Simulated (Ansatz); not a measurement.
KMgH3: energy along a strain

KMgH3, Pm-3m, a = 4.025 Å (as given, not relaxed at this level: -2.9 GPa). The structure is a COD entry; whether it is the stable form wasn't checked. Ansatz: LDA, PAW, 420 eV, Γ-centred 8×8×8 mesh on 5 atoms, Gaussian smearing 0.05 eV; no spin polarisation. Cell vectors (Å): 4.025 0.000 0.000; 0.000 4.025 0.000; 0.000 0.000 4.025. The cell is strained by x per cent times the pattern (0 0 0 0 0 1) in the order xx yy zz yz xz xy (engineering shears), with fractional coordinates held. y is the free energy over the start, V0 = 13.042 Å³/atom. Symmetry makes y even in x. Points with a strain past 8.5 % were computed too (2) and aren't used here.

| x (%) | y (meV/atom) |
| --- | --- |
| -5.00 | 3.50 |
| 0.00 | 0.00 |
| 1.25 | 0.22 |
| 2.50 | 0.87 |
| 3.75 | 1.97 |
| 6.25 | 5.47 |
| 7.50 | ? |

**Question.** Fit y = c2 x² + c4 x⁴ to the other rows, get the stiffness along the pattern, and predict the missing energy.

**Answer.** Least squares on the rows shown. y = 0.1399 x² + 3.789×10⁻⁶ x⁴. The clamped-ion stiffness p·C·p = 2 × 1.399 eV × 160.2 / 13.042 Å³ = 34 GPa, which is C66 in these axes (C44 of the cubic crystal) (second derivative at the start, which stands under stress). At x = 7.50 the fit asked for gives 7.88 meV/atom. The run gave 7.89 meV/atom, so the fit is 0.01 meV/atom too low, a small miss on the scale of the series.